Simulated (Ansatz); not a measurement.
## Ti3Ag: do energies and stresses tell the same story?

Level of theory: Ansatz 0.2.0, DFT r2SCAN, scalar-relativistic, plane waves, PAW.

Cutoff 500 eV; k points 10×10×10 on the computed 4-atom cell (Γ-centred); Gaussian smearing, width 0.10 eV; no spin polarisation.

Relaxed cell: Pm-3m, a = 4.079 Å, b = 4.079 Å, c = 4.079 Å, α = 90.00°, β = 90.00°, γ = 90.00°, 4 atoms in the primitive cell. Whether it is the stable form of this composition wasn't checked.

Energies at zero smearing and pressures from the stress tensor, at volumes with shape and atoms relaxed:
```csv
V (Å³/atom),E − E(first) (meV/atom),P (GPa)
15.950,0.00,8.47
16.459,-19.33,3.90
16.968,-25.23,-0.02
17.477,-19.63,-3.38
17.986,-4.14,-6.27
```

Check P = −dE/dV between neighbouring volumes, and get the bulk modulus from the pressures alone.

With 1 eV/Å³ = 160.2 GPa:
```
middle V (Å³/atom)  −ΔE/ΔV (GPa) mean P (GPa)
            16.205         6.084         6.183
            16.714         1.858         1.942
            17.223        -1.764        -1.700
            17.732        -4.873        -4.828
```

The two differ by 0.10 GPa at most. The mean of two end pressures misses the average over a step by about ΔV² P″/12, up to 0.06 GPa here; with that taken off 0.04 GPa remains. The stress is the derivative of the free energy, not of the energy at zero smearing, and with free energies 0.00 GPa remains. Around V = 16.968 Å³/atom, the two neighbours give B = −V ΔP/ΔV = 16.968 × 7.28 / 1.018 = 121.4 GPa, against B0 = 120.7 GPa from the Birch–Murnaghan fit of the energies.